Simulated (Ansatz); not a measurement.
SnSe (zinc blende, F-43m) under volume change, PBE (plane waves, PAW; program Ansatz), scaled uniformly.

```csv
V (Å³/atom),E − E(relaxed) (meV/atom),P (GPa)
35.457,34.6,3.37
36.626,14.7,2.10
37.794,3.5,0.98
38.963,0.0,0.00
40.132,3.2,-0.87
41.301,12.3,-1.61
42.470,26.5,-2.25
```

### Question
What does a third-order Birch–Murnaghan fit give for V₀, B₀ and B′?

### Answer
V₀ = 38.96 Å³/atom, B₀ = 30.4 GPa, B′ = 3.4.

The start of the workflow was typed in or built on a structure type; neither database checked (COD, Materials Project) lists it. It is not the phase usual at ambient conditions (space group No. 62). Symmetry was held in the PBE relaxation; its stability against distortions is not shown here. The volume moved by 17 % from the start of the relaxation. Scalar-relativistic: spin–orbit coupling is off unless named, which matters more the heavier the elements.

Potentials: the later of the program's two PAW sets.
